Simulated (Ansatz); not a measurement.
**Bond compression in Sr**

```xyz
2
Lattice="-2.8100 2.8600 1.5250 2.8100 -2.8600 1.5250 2.8100 2.8600 -1.5250" Properties=species:S:1:pos:R:3 pbc="T T T"
Sr    0.0000    1.4300    0.3812
Sr    2.8100    1.4300    1.1438
```

The cell is entry 9011726 of the Crystallography Open Database, unrelaxed.

Its shortest bond, of 2.912 Å between atom 1 (Sr) and the nearest image of atom 2 (Sr), is scaled by moving both atoms along it, with the cell held. The force apart is half the difference of the two atoms' forces along the bond; it holds the pull and push of their other neighbours too.

All numbers are LDA results (scalar-relativistic) from Ansatz 0.2.0, with a Γ-centred 11×11×11 k mesh, Fermi–Dirac smearing of 0.05 eV, no spin polarisation. Methods: LAPW: all electrons, basis error target 1 meV/atom; PAW: frozen-core files, cutoff 420 eV; PAW (partial waves polarizable): frozen-core files, cutoff 420 eV.

Energies are extrapolated to zero smearing and count from the unscaled cell; pressure is positive in compression; gaps take the mesh and a band path. No temperature or zero-point motion is included.

The PAW files were made under PBE.

| bond (Å) | force apart (eV/Å) | P LAPW (GPa) | ΔE LAPW (eV/atom) | P PAW − LAPW (GPa) | ΔE PAW − LAPW (meV/atom) | force PAW − LAPW (eV/Å) |
| --- | --- | --- | --- | --- | --- | --- |
| 2.912 | 0.00 | 22.2 | 0.000 | 0.00 | 0.0 | 0.000 |
| 2.562 | 2.28 | ? | 0.172 | -0.01 | -0.3 | -0.004 |
| 2.388 | 4.78 | ? | 0.469 | -0.03 | -0.9 | -0.011 |
| 2.213 | 9.47 | 33.6 | 1.071 | -0.06 | -2.4 | -0.025 |

(1) Fill in "P LAPW (GPa)" for the row "2.562".

(2) What belongs in the row "2.388", column "P LAPW (GPa)"?

(3) At the last bond length, how far does PAW (partial waves polarizable) lie from LAPW in pressure and in the largest force component?

Answers

(1) 23.3.

(2) 26.3.

(3) PAW (partial waves polarizable): -0.06 GPa, 0.024 eV/Å, on a LAPW pressure of 33.6 GPa.
